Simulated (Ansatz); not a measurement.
LaB6 (CaB6 type, space group Pm-3m)

```xyz
7
Lattice="4.1550 0.0000 0.0000 0.0000 4.1550 0.0000 0.0000 0.0000 4.1550" Properties=species:S:1:pos:R:3 pbc="T T T"
La     0.0000     0.0000     0.0000
B      0.8301     2.0775     2.0775
B      3.3249     2.0775     2.0775
B      2.0775     2.0775     0.8301
B      2.0775     2.0775     3.3249
B      2.0775     0.8301     2.0775
B      2.0775     3.3249     2.0775
```

The slice is a {110} plane (indices of the conventional cell) through the point (0.500, 0.800, 0.500) (fractional), spanned by u = [100] and v = [011] in vectors of this cell: u (4.15 Å) and v (5.88 Å, at 90° to u). It covers one period; positions are fractions (u, v).

Computed with PBE (plane waves to 420 eV, PAW, scalar-relativistic; Ansatz, an electronic-structure program). k mesh 11×11×11. These are valence fields of a PAW run, semicore shells included where kept as valence: close to a nucleus they are smooth pseudo fields. LaB6 is run without spin polarisation. LaB6 was relaxed with its symmetry unable to fall.

Problem. The ELF has a maximum in the middle third of the B–B line. Where, and how high?

Solution. 0.77, 0.9 Å from B.

Problem. What is the valence density on the shortest B–B line in this plane (1.76 Å), at its midpoint?

Solution. 0.79 e/Å³.

Problem. Sketch the valence electron density on this plane as a map.

Solution. 
```
|7788886655443333334455668888|
|8888887755444444444455778888|
|8888777766554444445566777788|
|8888887755444444444455778888|
|7788886655443333334455668888|
|3377776644221111112244667777|
|7788775533110000001133557788|
|8877664422000000000022446677|
|6666443311111111111111334466|
|4444332222334444443322223344|
|3333222233557777775533222233|
|2211112244778899887744221111|
|1111112244779999997744221111|
|2211112244778899887744221111|
|3333222233557777775533222233|
|4444332222334444443322223344|
|6666443311111111111111334466|
|8877664422000000000022446677|
|7788775533110000001133557788|
|3377776644221111112244667777|
```
Scale: ten equal steps from -1.07 (start of '0') to 0.05 (end of '9'), in the order '0123456789'. Values: log₁₀ of the valence density in e/Å³. The map has 14 points along u (two characters each, u = 0 at the left) and 20 along v (v = 0 in the bottom row). The scale is logarithmic, as a density can span decades between atoms and voids.
